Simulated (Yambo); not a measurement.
A G0W0@PBEsol run in Yambo for YSF (space group P6_3/mmc, No. 194) (3×3×1 Γ-centred k mesh, bands 5 to 346 and a 7 Ry block in the screening, 346 bands in G with the Bruneval-Gonze terminator, plasmon pole fitted at 27.2 eV) gives these matrix elements, in eV, at the band edges (Γ → (0, 0.333, 0)):

| state | E0 | <Vxc> | <Σx> | <Σc(E0)> | Z |
|---|---|---|---|---|---|
| valence edge | 0.000 | -13.039 | -16.111 | 1.815 | 0.793 |
| conduction edge | 2.650 | -11.191 | -6.228 | -3.922 | 0.822 |

**Question.** Solve the linearised quasiparticle equation for both states, give the gap, and say how exchange and correlation each act on it.

**Answer.** E = E0 + Z(Σx + Σc − Vxc). Valence: 0.000 + 0.793 × (-16.111 + (1.815) − (-13.039)) = -1.00 eV. Conduction: 2.650 + 0.822 × (-6.228 + (-3.922) − (-11.191)) = 3.51 eV. The gap is 4.50 eV, against 2.65 eV in PBEsol. Replacing Vxc by bare exchange alone would open it by 8.03 eV; correlation takes back 5.74 eV of that, and Z scales what is left. Nearest settings tried, and what they do to the gap: 226 bands in W, 226 bands in G: +3 meV; 6 Ry block (379 vectors against 549): -42 meV. Not varied: mesh. So the settings aren't converged at that level. The mesh misses a band edge: along a dense path the PBEsol gap is 2.44 eV against 2.65 eV on the mesh. 

Geometry of the Materials Project entry, not relaxed at this level; primitive cell a = b = 4.032 Å, c = 16.720 Å, α = β = 90.00°, γ = 120.00°.
